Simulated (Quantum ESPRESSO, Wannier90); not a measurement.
## Tight-binding from DFT: Li2O2 (P6₃/mmc)

```yaml
crystal:
  lattice:
    - [3.10263, 0.00000, 0.00000]
    - [-1.55131, 2.68696, 0.00000]
    - [0.00000, 0.00000, 7.56993]
  atoms:
    - { symbol: Li, position: [0.00000, 0.00000, 0.00000] }
    - { symbol: Li, position: [0.00000, 0.00000, 0.50000] }
    - { symbol: Li, position: [0.33333, 0.66667, 0.25000] }
    - { symbol: Li, position: [0.66667, 0.33333, 0.75000] }
    - { symbol: O, position: [0.33333, 0.66667, 0.64857] }
    - { symbol: O, position: [0.66667, 0.33333, 0.35143] }
    - { symbol: O, position: [0.66667, 0.33333, 0.14857] }
    - { symbol: O, position: [0.33333, 0.66667, 0.85143] }
```

Structure: Materials Project mp-841, symmetrised, not relaxed again. COD (Crystallography Open Database) has an entry of this formula and space group (matched by these alone). Level: LDA, no spin polarisation, no spin-orbit coupling; pw.x of Quantum ESPRESSO at 68 Ry with PseudoDojo potentials, 6×6×4 k-points, Wannier90. Density: 12×12×4 mesh, cold smearing 0.01 Ry.

Functional, cutoff and mesh named above are those of the base row (6×6×4); the first column says what each row takes instead. Model: 14 functions from bands 5-18, start SCDM (isolated) (the valence bands). Energies are relative to the valence-band maximum; the misfit is to pw.x on a path, for all bands of the set. Only the mesh of Bloch states changes. Ω_total can sit in another minimum from row to row; Ω_I of an isolated set cannot. A star marks runs that hit the step limit.

Task: Among the meshes 2×2×2, 3×3×2, 4×4×3, 5×5×3, 6×6×4, 7×7×5, which is the coarsest that interpolates to 20 meV rms?

Result: 4×4×3.

| mesh | Ω_I (Å²) | Ω_total (Å²) | rms misfit (meV) | k-points (cost) | rough cost of nscf and overlaps (first row = 1) |
|---|---|---|---|---|---|
| 2×2×2 | 6.39 | 7.42* | 104 | 8 | 1.0 |
| 3×3×2 | 6.96 | 8.08* | 24 | 18 | 2.0 |
| 4×4×3 | 7.33 | 8.45* | 4.9 | 48 | 4 |
| 5×5×3 | 7.44 | 8.58* | 2.5 | 75 | 6 |
| 6×6×4 | 7.56 | 8.70* | 0.5 | 144 | 12 |
| 7×7×5 | 7.62 | 8.76* | 0.4 | 245 | 23 |

Ω_I still rises with the mesh: the finite-difference spreads converge slowly and from below.
